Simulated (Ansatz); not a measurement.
Zr₃SiO₈: zone-centre modes

All numbers below come from DFT PBE, scalar-relativistic, plane waves, PAW in Ansatz. Settings: 420 eV plane-wave cutoff, Γ-centred 6×6×6 mesh, fixed occupations. No spin polarisation. Phonons by linear response, acoustic sum rule imposed.

Relaxed structure:
```
Zr Si O
1.0
     5.05874    0.00000    0.00000
     0.00000    5.05874    0.00000
     0.00000    0.00000    5.05874
Zr Si O
3 1 8
Direct
  0.50000 0.00000 0.00000
  0.00000 0.50000 0.00000
  0.00000 0.00000 0.50000
  0.50000 0.50000 0.50000
  0.80488 0.19512 0.19512
  0.19512 0.80488 0.19512
  0.69248 0.30752 0.69248
  0.30752 0.69248 0.69248
  0.69248 0.69248 0.30752
  0.30752 0.30752 0.30752
  0.80488 0.80488 0.80488
  0.19512 0.19512 0.80488
```

It was reached by relaxing an invented guess, and it needn't be the stable form of this composition.

Optical modes at Γ (transverse, no macroscopic field):
```csv
frequency (THz),degeneracy,IR intensity of the level ((D/Å)²/amu)
3.34,3,0.00
6.50,3,94.59
8.36,3,0.00
8.89,3,7.60
9.47,3,20.44
9.69,2,0.00
13.15,1,0.00
15.35,3,0.00
15.44,3,27.93
16.12,3,144.53
20.14,2,0.00
22.68,1,0.00
23.49,3,39.20
```

All 33 optical modes at Γ are real: no displacement of atoms at fixed cell lowers the energy to second order. Strains and modes at other wave vectors aren't tested by this run.

```json
{
  "Electronic dielectric constant ε∞ (principal values)": "5.08",
  "Static dielectric constant ε0 (principal values)": "21.4",
  "Refractive index √ε∞, mean": "2.25",
  "Kohn–Sham gap on the mesh": "3.85 eV",
  "Cost": "16 min on 1 thread of Intel(R) Xeon(R) Platinum 8488C (Sapphire Rapids), with other jobs on the host, peak memory 1.7 GiB"
}
```

Born effective charges (e):
```
       atom   Z*xx   Z*yy   Z*zz   mean
Zr (atom 1)   6.77   4.63   4.63   5.34
Si (atom 4)   3.86   3.86   3.86   3.86
 O (atom 5)  -2.68  -2.68  -2.68  -2.68
 O (atom 7)  -2.29  -2.29  -2.29  -2.29
```
